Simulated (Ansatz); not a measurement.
RbCl:
```
RbCl
1.0
    0.00000     3.34953     3.34953
    3.34953     0.00000     3.34953
    3.34953     3.34953     0.00000
Rb Cl
1 1
Cartesian
  0.00000   0.00000   0.00000
  3.34953   3.34953   3.34953
```

Relaxed with PBE. Special points in fractions of this cell's reciprocal vectors: Γ (0.000, 0.000, 0.000); X (0.500, 0.000, 0.500); U (0.625, 0.250, 0.625); K (0.375, 0.375, 0.750); L (0.500, 0.500, 0.500); W (0.500, 0.250, 0.750).

List the band energies nearest the valence-band maximum at these points for the program Ansatz at the PBE level (PAW).

In eV from the valence-band maximum; about four levels below and three above (degenerate sets whole), none deeper than 8.9 eV; points with the same levels are listed once.

```json
[
 {"k": "Γ", "below": "-8.10 -8.10 -8.10 0.00 0.00 0.00", "above": "4.83 7.94 7.94 7.94"},
 {"k": "X", "below": "-8.18 -8.18 -0.32 -0.10 -0.10", "above": "6.24 7.82 9.41"},
 {"k": "U", "below": "-8.15 -0.37 -0.28 -0.20", "above": "6.91 8.53 8.76"},
 {"k": "L", "below": "-8.08 -0.78 -0.29 -0.29", "above": "7.56 7.78 9.96 9.96"},
 {"k": "W", "below": "-8.09 -0.39 -0.24 -0.24", "above": "7.59 7.59 9.07"}
]
```

Space group Fm-3m (rock salt). Symmetry was held in the PBE relaxation. Scalar-relativistic: spin–orbit coupling is off unless named, which matters more the heavier the elements.

Potentials: the later of the program's two PAW sets.
